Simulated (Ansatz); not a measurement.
input.yaml

```yaml
crystal:
  lattice:
    - [4.61, 0.0, 0.0]
    - [-2.305, 3.9923771114, 0.0]
    - [0.0, 0.0, 2.72]
  atoms:
    - { symbol: Nb, position: [0.0, 0.0, 0.0] }
    - { symbol: Au, position: [0.3333333333, 0.6666666667, 0.5] }
    - { symbol: Au, position: [0.6666666667, 0.3333333333, 0.5] }
basis:
  ecutwfc: 420
kpoints:
  mp_grid: { grid: [6, 6, 6] }
hamiltonian:
  xc: pbesol
scf:
  occupations: { method: gaussian, width: 0.1 }
output:
  forces: true
  stress: true
  eigenvalues: true
```

Launched with
```bash
ansatz run input.yaml --threads 1 --pin off --max-ram 2560MiB --backend cpu --events-out ev --progress --plain --runs-dir out
```

Level of theory: Ansatz, DFT PBEsol, scalar-relativistic, plane waves, PAW.

From the run's log, abridged (iterations and final results):

```
SCF iter   1: F=—  HF=-30510.306460 eV  |F-HF|=—  |Δ(HF+E_count)|=         —  Δρ=9.03e-3  dr2=3.16e-2  ethr=1.77e-3  ⟨swp⟩=4.8  Hψ=2907  notcnv=0
SCF iter   2: F=—  HF=-30510.298982 eV  |F-HF|=—  |Δ(HF+E_count)|=   7.48e-3  Δρ=2.98e-3  dr2=1.74e-3  ethr=6.19e-5  ⟨swp⟩=2.0  Hψ=1464  notcnv=0
SCF iter   3: F=—  HF=-30510.298744 eV  |F-HF|=—  |Δ(HF+E_count)|=   2.38e-4  Δρ=1.03e-3  dr2=1.60e-4  ethr=3.41e-6  ⟨swp⟩=1.8  Hψ=876  notcnv=0
SCF iter   4: F=—  HF=-30510.298748 eV  |F-HF|=—  |Δ(HF+E_count)|=   4.51e-6  Δρ=1.13e-4  dr2=1.47e-6  ethr=3.13e-7  ⟨swp⟩=2.5  Hψ=1317  notcnv=0
SCF iter   5: F=—  HF=-30510.298762 eV  |F-HF|=—  |Δ(HF+E_count)|=   1.41e-5  Δρ=1.60e-5  dr2=3.52e-8  ethr=2.88e-9  ⟨swp⟩=2.2  Hψ=1285  notcnv=0
SCF iter   6: F=-30510.298762 eV  HF=-30510.298762 eV  |F-HF|=4.37e-11  |Δ(HF+E_count)|=   1.97e-8  Δρ=1.10e-6  dr2=2.94e-10  ethr=6.90e-11  ⟨swp⟩=5.1  Hψ=3084  notcnv=0
SCF 1 converged in 6 iterations: F = -30510.298762 eV  dr2 = 2.94e-10
SCF converged after 6 iterations
Free energy (F): -30510.298762 eV
Harris-Foulkes:  -30510.298762 eV  (|F-HF|=4.37e-11)
Internal energy: -30510.295640 eV  (E = F + TS)
E sigma→0 (E₀):  -30510.297201 eV
Entropy (-TS):   -0.003122 eV (-1.041 meV/atom)
Fermi energy:    21.012867 eV
--- Per-component energies (eV) ---
  E_band       = -466.939009
  E_kinetic    = 1602.902457
  E_local      = -4226.087790  (includes V_loc(G=0)·N_el)
  E_nonlocal   = 271.335842
  E_hartree    = 1740.490871
  E_xc         = -629.960832
  E_vxc        = -764.866749  (∫ρ·V_xc dr)
  E_paw        = -22145.974451  (= ΣΔE_a)
  E_vpaw       = -831.207036  (= ΣTr[D̂ρ^β])
  E_aug_tail   = 0.002718  (compensation charges beyond the density's cutoff)
  E_ewald      = -7123.812122
  E_core_change = 0.807667  (= ΣΔE_core)
  E_smearing   = -0.003122  (= −TS)
--- Forces (eV/Å), atoms counted from 1 ---
  atom   1  Nb     0.00000000     0.00000000     0.00000000
  atom   2  Au     0.00000000     0.00000000     0.00000000
  atom   3  Au     0.00000000     0.00000000     0.00000000
--- Stress (GPa, compression-positive) ---
        1.741350       0.000000       0.000000
        0.000000       1.741350       0.000000
        0.000000       0.000000       0.632244
  P = ⅓ Tr σ = 1.3716 GPa (13.716 kbar)
--- Band table (eV; the first three rows and the last of 28) ---
  k-point 0: bands = ["-85.3182", "-85.2978", "-36.8033", "-36.8033", "-36.6071", "-36.6071", "-36.5582", "-36.5225", "-34.2014", "-10.3896", "-10.3896", "-9.3446", "11.2564", "13.7449", "14.5001", "15.4177", "15.4177", "15.6082", "15.6082", "16.8887", "16.8887", "17.8611", "17.8611", "18.8890", "19.0014", "19.0014", "24.0372", "24.1300", "24.1300", "27.3283", "27.3283"]
  k-point 1: bands = ["-85.3157", "-85.2954", "-36.7978", "-36.7978", "-36.6164", "-36.6023", "-36.6023", "-36.5782", "-34.1575", "-10.3478", "-10.3478", "-9.7067", "11.9739", "14.3356", "15.2319", "15.2319", "15.4755", "15.5123", "15.5123", "16.0942", "16.0942", "17.3872", "17.3872", "20.1078", "20.2061", "20.2061", "23.0087", "23.0087", "24.2702", "28.3641", "28.6681"]
  k-point 2: bands = ["-85.3108", "-85.2906", "-36.7868", "-36.7868", "-36.7314", "-36.6885", "-36.5928", "-36.5928", "-34.0685", "-10.3876", "-10.2630", "-10.2630", "13.4170", "14.3326", "14.3326", "15.2684", "15.2684", "15.9290", "15.9290", "16.0573", "16.5513", "16.5513", "17.8638", "21.8055", "21.8055", "21.9778", "21.9778", "22.3675", "25.1374", "26.5145", "28.1062"]
  k-point 27: bands = ["-85.2983", "-85.2983", "-36.8012", "-36.7651", "-36.7651", "-36.6851", "-36.6851", "-36.5680", "-34.0249", "-10.7032", "-10.2238", "-10.2238", "13.5890", "14.5896", "14.9415", "14.9415", "14.9449", "14.9449", "16.5529", "16.5529", "16.6400", "18.5169", "20.2773", "20.2773", "20.2833", "20.2833", "22.6485", "24.1787", "25.0584", "25.0584", "26.0339"]
```

The calculation finished and met its thresholds.

Time: 1.9 s on 1 thread of Arm Neoverse V2 (shared host), peak memory 0.32 GiB.

The k mesh is coarse. Spin–orbit coupling is left out, which can shift energies with elements as heavy as these.